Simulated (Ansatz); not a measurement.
**Review of an SCF result for NiO**

System: NiO, a measured crystal structure (space group Fm-3m, primitive cell doubled); the cell holds 4 atoms. Source: COD entry 1010095; it may be a high-temperature, high-pressure or metastable form.

The calculation used DFT, HSE06, PAW, plane waves, scalar-relativistic in Ansatz development build ahead of 0.2.0.

```yaml
crystal:
  lattice:
    - [4.18, 2.09, 2.09]
    - [2.09, 4.18, 2.09]
    - [2.09, 2.09, 4.18]
  atoms:
    - { symbol: Ni, position: [0.25, 0.25, 0.25], spin: 2.0 }
    - { symbol: Ni, position: [0.75, 0.75, 0.75], spin: -2.0 }
    - { symbol: O, position: [0.0, 0.0, 0.0] }
    - { symbol: O, position: [0.5, 0.5, 0.5] }
  symmetry: { detect: false, time_reversal: true }
magnetization:
  spin_polarized: true
hamiltonian:
  xc: hse06
  pseudopotentials: { kind: paw }
basis:
  ecutwfc: 420
kpoints:
  mp_grid: { grid: [4, 4, 4] }
scf:
  occupations: { method: fermi_dirac, width: 0.05 }
  lower_state_search: "off"
output:
  forces: true
  stress: true
  write_density: true
  write_potential: true
  elf: true
  volumetric_format: npy
```

Command:
```sh
ansatz run input.yaml --threads 4 --pin off --max-ram 10240MiB --backend cpu --events-out ev --progress --plain --runs-dir out
```

It took 42 s on 4 threads of Arm Neoverse V1, with other jobs on the host, peak memory 1.1 GiB.

The end of the output:

```
SCF 4 converged in 6 iterations: F = -12810.608104 eV  dr2 = 3.08e-11
  Residual-converged pass: ⟨swp⟩=3.0  Hψ=5348  notcnv=0  max |occ|·‖R‖ = 2.7e-7 eV (tolerance 2.7e-7 eV)  dr2=3.03e-11  dr2_m=1.49e-12  dr2_onsite=6.69e-12  max |Δocc| = 0.0e0
hybrid outer 3: dexx = +3.330e-8 eV, tail = 3.16e-10 eV, Δε = 4.98e-4 eV (about 1.67e-5 eV left of the loop's levels), ΔF = 1.22e-4 eV/Å (tail 4.43e-5)
this state was not tested for a lower state beside it, because the functional holds exact exchange (a hybrid, or Hartree-Fock), whose exchange loop this test does not read (fock_operator); [...]
hybrid SCF converged: 3 outer / 21 inner (+10 warm-up), last move |dexx| = 3.33e-8 eV, tail = 3.16e-10 eV
Magnetization: 0.0000 μB (24.0000 up, 24.0000 down)
Absolute magnetization: 3.6755 μB (∫|ρ↑−ρ↓|, with the PAW one-centre terms)
Spin contamination: 1.9266 ħ² per cell (⟨S²⟩ above its minimum at these occupations)
Per-site moments (μB) at R_I (Å): [(1.6808, 0.8621), (-1.6808, 0.8621), (1.0708e-7, 0.8621), (1.0892e-7, 0.8621)]
Free energy (F): -12810.608104 eV
Frozen-core exchange: fock
Harris-Foulkes:  -12810.608104 eV  (|F-HF|=2.91e-11)
Internal energy: -12810.608104 eV  (E = F + TS)
E sigma→0 (E₀):  -12810.608104 eV
Fermi energy:    14.421712 eV
--- Forces (eV/Å), atoms counted from 1 ---
  atom   1  Ni    -0.00000119    -0.00000105    -0.00000117
  atom   2  Ni     0.00000109     0.00000097     0.00000107
  atom   3  O     -0.00000258    -0.00000260    -0.00000260
  atom   4  O      0.00000269     0.00000273     0.00000273
--- Stress (GPa, compression-positive) ---
       -0.759580      -0.228567      -0.228566
       -0.228567      -0.759580      -0.228566
       -0.228566      -0.228566      -0.759580
  P = ⅓ Tr σ = -0.7596 GPa (-7.596 kbar)
  guard bands above this table: 3 of the run's 32 bands. The solve was not asked for them (output.publish_guard_bands: true or output.eigenvalues: true publishes all)
```

The mesh is coarse, so energy differences (and at times their sign) aren't converged.

Pressures are approximate, as the exchange loop's threshold is loose for stress.

Site moments are taken inside atomic spheres and don't add up to the total.

**Question.** Would you trust this as the ground state? If a lower solution is known, describe it.

**Answer.** None of the other runs went lower. It is the lowest of 3 states reached by 10 converged runs, and the next lies 53.9 meV/atom higher (ferromagnetic, site moments Ni1 1.73, Ni2 1.73, O3 0.24, O4 0.24 μB, total 4.00 μB per cell, a gap of 3.04 eV on the k-mesh). That doesn't prove a ground state. This multiple of the primitive cell fits some opposed orders; other multiples fit others. Orders that need a larger cell or non-collinear spins weren't tried.
